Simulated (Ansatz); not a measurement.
Values for one crystal, relaxed and computed with r²SCAN+D4 (plane waves, PAW; program Ansatz); other levels are named.

| Item | Value |
|---|---|
| Volume per atom | 20.00 Å³ |
| Band gap | 0.76 eV (indirect) |
| Smallest direct gap on the standard path | 2.74 eV |
| Valence-band maximum | at Γ |
| Conduction-band minimum | on the Γ–X line, 84 % of the way from Γ (6 equivalent valleys) |

**Question.** Pick the material that matches.
A. Ge, diamond
B. N, P4_2/mnm (N on 4f)
C. H, Cmce (H on 8f)
D. Si, diamond

**Answer.** D, Si, diamond

Space group Fd-3m (diamond). Symmetry was held in the r²SCAN+D4 relaxation.

Potentials: the later of the program's two PAW sets.
